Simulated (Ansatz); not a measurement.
The relaxed structure here is a generated cell of TiC: the first start was made by placing the elements on the sites of a structure type, and the end was not matched to a known phase here, so it may be hypothetical. Known forms of TiC include space group No. 225.

A relaxed cell of TiC (Pmma (No. 51)), relaxed on a k-mesh at least as fine as the one used below. Computed with r2SCAN (plane waves to 500 eV, PAW, scalar-relativistic; Ansatz, a first-principles code). Γ-centred k-mesh 6×6×12 on the run's cell (coarser than for final values), Fermi–Dirac smearing 0.05 eV.

```xyz
8
Lattice="5.3960 0.0000 0.0000 0.0000 5.7748 0.0000 0.0000 0.0000 2.7754" Properties=species:S:1:pos:R:3 pbc="T T T"
C      0.0000     1.4437     1.3877
C      0.0000     4.3311     1.3877
C      2.6980     1.4437     1.3877
C      2.6980     4.3311     1.3877
Ti     4.0470     0.0000     2.1124
Ti     4.0470     2.8874     2.1124
Ti     1.3490     0.0000     0.6630
Ti     1.3490     2.8874     0.6630
```

The atoms are displaced along an unstable phonon of this cell by (Å):

```tsv
atom	ux	uy	uz
C1	0.087	0.000	0.122
C2	-0.087	0.000	-0.122
C3	0.087	0.000	-0.122
C4	-0.087	0.000	0.122
Ti5	0.000	0.000	0.000
Ti6	0.000	0.000	0.000
Ti7	0.000	0.000	0.000
Ti8	0.000	0.000	0.000
```

Task: What forces (eV/Å) and pressure result?

Result: 
```tsv
atom	Fx	Fy	Fz
C1	0.12	0.00	0.20
C2	-0.12	0.00	-0.20
C3	0.12	0.00	-0.20
C4	-0.12	0.00	0.20
Ti5	0.00	0.00	-0.11
Ti6	0.00	0.00	-0.11
Ti7	0.00	0.00	0.11
Ti8	0.00	0.00	0.11
```

Pressure -0.2 GPa.

The undisplaced cell is probably no minimum: from this displacement the run went on to P6₃/mmc (No. 194), 0.41 eV/atom below it.

No spin polarisation in the result.
